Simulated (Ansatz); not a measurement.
The elements of this relaxed trial crystal are hidden behind letters.

```
lattice vectors (Å)
   1.4669    0.8469   11.9981
  -1.4669    0.8469   11.9981
   0.0000   -1.6938   11.9981
fractional positions
X 0.5000 0.5000 0.5000
X 0.1015 0.1015 0.1015
X 0.8985 0.8985 0.8985
Z 0.7012 0.7012 0.7012
Z 0.2988 0.2988 0.2988
Q 0.1992 0.1992 0.1992
Q 0.8008 0.8008 0.8008
Q 0.4030 0.4030 0.4030
Q 0.0000 0.0000 0.0000
Q 0.5970 0.5970 0.5970
```

The calculation used DFT PBE, scalar-relativistic, plane waves, PAW in Ansatz 0.2.0. Settings of the last relaxation (10-atom cell): 420 eV, 12×12×12 k points, Gaussian smearing of 0.02 eV, no spin polarisation.

| Quantity | Value |
| --- | --- |
| Space group | R-3m (No. 166) |
| Conventional cell | a = 2.934 Å, c = 35.994 Å |
| Volume per atom | 8.94 Å³ |
| Density | 5.39 g/cm³ |
| Formation energy | −0.685 eV/atom |
| Gap on the 12×12×12 mesh of the 10-atom cell | 2.04 eV |

Energies are uncorrected and count from the elements' standard states at the same level.

Task: X is a p-block element of period 3, Z is a p-block element of period 4 and Q is a p-block element of period 2. Which elements are they?

Result: X = Al, Z = Ga, Q = N, so the formula is Al3Ga2N5. Density times volume gives a mean mass of 5.39 × 8.94/1.6605 = 29.0 u per atom, and this set has 29.0 u. Al on a site of symmetry -3m is surrounded by 6 N at 2.06 Å; Ga has 6 N at 2.10–2.11 Å; around N on a site of symmetry 3m lie 6 Al at 2.06 Å; 3 more sites not described. Other sets within the hints have nearly the same mass, so mass alone doesn't settle it; this one was computed.

Kohn–Sham gaps at this level usually fall short of measured ones. A structure relaxed within its symmetry needn't be a true minimum.
